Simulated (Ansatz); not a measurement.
Relaxed KBr (rock salt):

```yaml
crystal:
  lattice:
    - [0.00000, 3.35261, 3.35261]
    - [3.35261, 0.00000, 3.35261]
    - [3.35261, 3.35261, 0.00000]
  atoms:
    - { symbol: Br, position: [0.00000, 0.00000, 0.00000] }
    - { symbol: K, position: [0.50000, 0.50000, 0.50000] }
```

Level of theory: PBE (plane waves to 420 eV, PAW, scalar-relativistic; Ansatz, a program for electronic structure). k mesh 7×7×7 (Γ-centred), Fermi-Dirac smearing 0.05 eV. KBr was relaxed with its symmetry unable to fall.

One atom of the cell was then moved (with its periodic images), all else fixed, and the forces (eV/Å) came out as:

```json
[
 {"atom": "Br1", "Fx": "-2.979", "Fy": "0.000", "Fz": "0.000"},
 {"atom": "K2", "Fx": "2.979", "Fy": "0.000", "Fz": "0.000"}
]
```

With two atoms only their relative shift counts; take K2 as fixed.

Q: Which atom was moved, and by which vector (Å)?

A: Br1, by (0.81, 0.00, 0.00), 0.81 Å in all.

(A displaced cell: forces are minus the slopes of the energy, force constants its curvatures, and phonons follow from these.)
